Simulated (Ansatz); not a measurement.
ZrGeSe:
Space group P4/nmm, origin choice 1 (No. 129); a = b = 3.6843 Å, c = 8.2487 Å, α = β = γ = 90.00°

```
atom  site  symmetry       x       y       z
----  ----  --------  ------  ------  ------
Zr      2c       4mm  0.5000  0.0000  0.2632
Ge      2a      -4m2  0.0000  0.0000  0.0000
Se      2c       4mm  0.0000  0.5000  0.3800
```

Relaxed at zero pressure with plane-wave PAW PBEsol (Ansatz code).

The volume is raised by 9 % and shape and atoms relax at that volume. What pressure results, and how do the axes share the change?

-7.9 GPa; a 2.1 %, b 2.1 %, c 4.6 %; the energy rises by 46 meV/atom.

Give the new structure.


Space group P4/nmm, origin choice 1 (No. 129); a = 3.7605 Å, b = 3.7605 Å, c = 8.6304 Å, α = 90.00°, β = 90.00°, γ = 90.00°

```json
[
 {"atom": "Zr", "site": "2c", "symmetry": "4mm", "x": "0.5000", "y": "0.0000", "z": "0.2569"},
 {"atom": "Ge", "site": "2a", "symmetry": "-4m2", "x": "0.0000", "y": "0.0000", "z": "0.0000"},
 {"atom": "Se", "site": "2c", "symmetry": "4mm", "x": "0.0000", "y": "0.5000", "z": "0.3735"}
]
```

The phase is kept; no other phase was compared at this pressure.

The first step of the workflow began from a Materials Project structure, measured or hypothetical; the Crystallography Open Database files this formula in space group No. 129, but the cells were not matched. Its standing as an ambient phase is unchecked. The cell was relaxed with PBEsol under the symmetry of its start; its stability against distortions is not shown here. The run is not spin-polarised.

Potentials: the later of the program's two PAW sets.
